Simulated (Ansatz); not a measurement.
LaS from its elements: all-electron against pseudopotential results

```
CELL_PARAMETERS angstrom
0.00000 2.90237 2.90237
2.90237 0.00000 2.90237
2.90237 2.90237 0.00000
ATOMIC_POSITIONS crystal
La 0.00000 0.00000 0.00000
S 0.50000 0.50000 0.50000
```

The cell comes from a relaxation on PAW files under the same functional, begun from a database entry that needn't be the ground state.

Computed with Ansatz 0.2.0; functional PBEsol, scalar-relativistic. Settings: a Γ-centred 9×9×9 k mesh, Fermi–Dirac smearing of 0.02 eV, no spin polarisation. Methods: LAPW: all electrons, basis error target 0.5 meV/atom; PAW: frozen-core files, cutoff 420 eV.

The elements are taken as La dhcp, S S6 rings, each relaxed on PAW files under the same functional and computed by the same method as the compound; zero-point and thermal terms are left out. The functional lacks long-range dispersion, which matters for the layered or molecular reference states. S6 rings stand in for α-S8.

Spin–orbit coupling is left out, which matters for the heavy atoms. The PAW files were made under PBE.

Question: Give the formation energy by each method, with the residual pressure at this cell and the LAPW gap.

Answer: 

| method | ΔE(formation) (eV/atom) | P at this cell (GPa) | gap (eV) |
| --- | --- | --- | --- |
| LAPW | -2.264 | 0.03 | 0.00 |
| PAW | -2.266 | 0.00 | – |

Question: Give the LAPW value for one formula unit in kJ/mol.

Answer: -2.264 eV/atom × 2 atoms × 96.485 kJ/(mol·eV) = -436.9 kJ/mol, at zero temperature and without zero-point motion.
